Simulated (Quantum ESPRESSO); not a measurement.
```cif
data_O4Sn2
_chemical_formula_sum 'O4 Sn2'
_space_group_name_H-M_alt 'P42/mnm'
_space_group_IT_number 136
_space_group_name_Hall '-P 4n 2n'
_cell_length_a 4.76482
_cell_length_b 4.76482
_cell_length_c 3.20750
_cell_angle_alpha 90.000
_cell_angle_beta 90.000
_cell_angle_gamma 90.000
loop_
_atom_site_label
_atom_site_type_symbol
_atom_site_symmetry_multiplicity
_atom_site_Wyckoff_symbol
_atom_site_fract_x
_atom_site_fract_y
_atom_site_fract_z
_atom_site_occupancy
O1 O 4 f 0.30597 0.30597 0.00000 1
Sn1 Sn 2 a 0.00000 0.00000 0.00000 1
```

The geometry is that of Materials Project entry mp-856, symmetrised and not relaxed again.

**Question.** What does PBEsol (Quantum ESPRESSO, PseudoDojo norm-conserving, 84 Ry, scalar-relativistic) give for the electronic structure near the Fermi level?

**Answer.** The PBEsol gap is direct, 0.95 eV at Γ. Spin-orbit splittings are left out.
